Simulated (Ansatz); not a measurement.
Tl4O3, in the lowest of the structures calculated here: P2₁/m (No. 11), mP14; a = 7.8175 Å, b = 3.4984 Å, c = 11.0974 Å, α = γ = 90.00°, β = 109.37°. These are r2SCAN (plane waves to 500 eV, PAW, scalar-relativistic; Ansatz, a program for electronic structure) values and carry that method's errors. Element references, the lowest calculated here: Tl (P6₃/mmc), O (C2/m, ferromagnetic, forced by one molecule a cell; α-O2 is antiferromagnetic); gases are represented by their molecular solids.

Q: Predict the formation energy of this P2₁/m form of Tl4O3 from the elements from r2SCAN.

A: -0.72 eV/atom.

Static energies, no anion corrections, no zero-point energy. Values are rounded to 0.01 eV/atom. Spin-orbit coupling is missing from these energies, which matters for elements this heavy. The compounds carry no spin polarisation.
